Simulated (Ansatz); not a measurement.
## Structure relaxation, HfO2

The start is a generated cell, HfO2 placed in the pyrite structure type. A full variable-cell relaxation at zero pressure is run with PBEsol (plane waves to 420 eV, PAW, scalar-relativistic; Ansatz, an electronic-structure program). The first steps use a coarse 4×4×4 k-mesh.

Input geometry:
```yaml
crystal:
  lattice:
    - [4.97380, 0.00000, 0.00000]
    - [0.00000, 4.97380, 0.00000]
    - [0.00000, 0.00000, 4.97380]
  atoms:
    - { symbol: Hf, position: [0.00000, 0.00000, 0.00000] }
    - { symbol: Hf, position: [0.50000, 0.50000, 0.00000] }
    - { symbol: Hf, position: [0.00000, 0.50000, 0.50000] }
    - { symbol: Hf, position: [0.50000, 0.00000, 0.50000] }
    - { symbol: O, position: [0.38510, 0.38510, 0.38510] }
    - { symbol: O, position: [0.88510, 0.11490, 0.61490] }
    - { symbol: O, position: [0.61490, 0.88510, 0.11490] }
    - { symbol: O, position: [0.11490, 0.61490, 0.88510] }
    - { symbol: O, position: [0.61490, 0.61490, 0.61490] }
    - { symbol: O, position: [0.11490, 0.88510, 0.38510] }
    - { symbol: O, position: [0.38510, 0.11490, 0.88510] }
    - { symbol: O, position: [0.88510, 0.38510, 0.11490] }
```

**Question.** What pressure does the first self-consistent step give?

**Answer.** +25.2 GPa (positive: the cell is compressed).

**Question.** What is the largest force in the starting geometry, and on which atom (counted from 1)?

**Answer.** 4.70 eV/Å, on O5, O6, O7, O8, O9, O10, O11, O12 (atoms numbered as listed).

**Question.** How do the shortest distances between atoms change?

**Answer.** The closest pairs of elements (up to four, under 3.6 Å), start → end: O–O 1.98 → 2.71 Å; Hf–O 2.08 → 2.10 Å; Hf–Hf 3.52 → 3.64 Å.

**Question.** What band gap does the relaxed structure have at this level?

**Answer.** 3.82 eV, indirect (valence top at Γ, conduction bottom at R) (no spin-orbit coupling).

The space group stays Pa-3 (No. 205) (the run could not lower it), with 12 atoms in the primitive cell. Final values are on a 5×5×5 k-mesh of the relaxed cell. No spin polarisation in the result.

The run could not lose the symmetry of its start: the end is stationary, and may be a saddle point rather than a minimum.

The relaxed structure here is a generated cell of HfO2: the first start was made by placing the elements on the sites of a structure type, and the end was not matched to a known phase here, so it may be hypothetical. Known forms of HfO2 include space group No. 14, 29, 137, 225.
